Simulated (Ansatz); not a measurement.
The relaxed structure here is a generated cell of Pt: the first start was made by placing the elements on the sites of a structure type, and the end was not matched to a known phase here, so it may be hypothetical. Known forms of Pt include space group No. 225.

A relaxed cell of Pt (Pm-3m (No. 221)), relaxed on a k-mesh at least as fine as the one used below. Computed with r2SCAN (plane waves to 500 eV, PAW, scalar-relativistic; Ansatz, a first-principles code). Γ-centred k-mesh 12×12×12 on the run's cell (coarser than for final values), Fermi–Dirac smearing 0.05 eV.

```
Pt
1.0
    5.20707     0.00000     0.00000
    2.60354     2.60354     0.00000
    0.00000     0.00000     2.60354
Pt
2
Cartesian
  0.00000   0.00000   0.00000
  2.60354   0.00000   0.00000
```

The atoms are displaced along an unstable phonon of this cell by (Å):

```
atom     ux     uy      uz
----  -----  -----  ------
Pt1   0.000  0.000   0.150
Pt2   0.000  0.000  -0.150
```

What forces (eV/Å) and pressure result?


```csv
atom,Fx,Fy,Fz
Pt1,0.00,0.00,0.36
Pt2,0.00,0.00,-0.36
```

Pressure -1.4 GPa.

The undisplaced cell is probably no minimum: from this displacement the run went on to I4/mmm (No. 139), 0.43 eV/atom below it.

No spin polarisation in the result.
